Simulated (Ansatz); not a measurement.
Relaxed-ion elastic tensor of Al (dhcp (α-La type), P6_3/mmc) in GPa (Voigt order), r²SCAN (plane waves, PAW; program Ansatz); density 2.80 g/cm³, 15.98 Å³ per atom.

```
 148  64.0  59.9   0.0   0.0   0.0
64.0   148  59.9   0.0   0.0   0.0
59.9  59.9   154   0.0   0.0   0.0
 0.0   0.0   0.0  39.6   0.0   0.0
 0.0   0.0   0.0   0.0  39.6   0.0
 0.0   0.0   0.0   0.0   0.0  42.2
```

Task: Is the crystal mechanically stable?

Result: Yes: the smallest eigenvalue of C is 39.6 GPa.

Task: Work out the Voigt, Reuss and Hill averages.

Result: K_V = 91.0, K_R = 91.0, K_H = 91.0; G_V = 42.1, G_R = 42.0, G_H = 42.0 GPa.

Task: Give Young's modulus, Poisson's ratio, Pugh's ratio and the universal anisotropy index.

Result: E = 9KG/(3K + G) = 109 GPa; ν = 0.30; K/G = 2.16 (ductile by the Pugh limit of 1.75); A_U = 5G_V/G_R + K_V/K_R − 6 = 0.02.

Task: Estimate the sound speeds and the Debye temperature.

Result: v_l = √((K + 4G/3)/ρ) = 7240 m/s, v_t = √(G/ρ) = 3870 m/s, mean 4330 m/s; Θ = (h/k)(3n/4πV)^(1/3) v_m = 511 K.

Task: Solve the Christoffel equation for the three sound speeds along x, y, z.

Result: Eigenvalues of C_ijkl n_j n_l equal ρv². In km/s, slowest first: x 3.76, 3.88, 7.27; y 3.76, 3.88, 7.27; z 3.76, 3.76, 7.42.

Task: How much does each axis shrink under pressure?

Result: Linear compressibilities β_i = Σ_j S_ij (j = 1 to 3): x 3.7, y 3.7, z 3.6 per TPa.

The workflow started from a Materials Project entry (that database holds measured and hypothetical structures alike); the Crystallography Open Database copy checked does not list it. It is not the phase usual at ambient conditions (space group No. 225). The cell was relaxed with r²SCAN under the symmetry of its start; of distortions, only those at the zone centre were tested. As this level gives no gap, shear constants depend on the k-mesh and smearing (Fermi–Dirac, 0.1 eV here). On the denser mesh and wider smearing of the elastic run this cell carries a stress of 0.4 GPa.

Potentials: the later of the program's two PAW sets.
